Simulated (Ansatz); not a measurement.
The relaxed structure here is a generated cell of Zr: the first start was made by placing the elements on the sites of a structure type, and the end was not matched to a known phase here, so it may be hypothetical. Known forms of Zr include space group No. 194.

A relaxed cell of Zr (P6/mmm (No. 191)), relaxed on a k-mesh at least as fine as the one used below. Computed with r2SCAN (plane waves to 500 eV, PAW, scalar-relativistic; Ansatz, a first-principles code). Γ-centred k-mesh 12×12×6 on the run's cell (coarser than for final values), Fermi–Dirac smearing 0.05 eV.

```xyz
2
Lattice="3.0066 0.0000 0.0000 -1.5033 2.6038 0.0000 0.0000 0.0000 6.0661" Properties=species:S:1:pos:R:3 pbc="T T T"
Zr     0.0000     0.0000     0.0000
Zr     0.0000     0.0000     3.0331
```

The atoms are displaced along an unstable phonon of this cell by (Å):

| atom | ux | uy | uz |
|---|---|---|---|
| Zr1 | 0.000 | 0.150 | 0.000 |
| Zr2 | 0.000 | -0.150 | 0.000 |

What forces (eV/Å) and pressure result?


| atom | Fx | Fy | Fz |
|---|---|---|---|
| Zr1 | 0.00 | 0.28 | 0.00 |
| Zr2 | 0.00 | -0.28 | 0.00 |

Pressure -0.2 GPa.

The undisplaced cell is probably no minimum: from this displacement the run went on to P6₃/mmc (No. 194), 0.40 eV/atom below it.

No spin polarisation in the result.
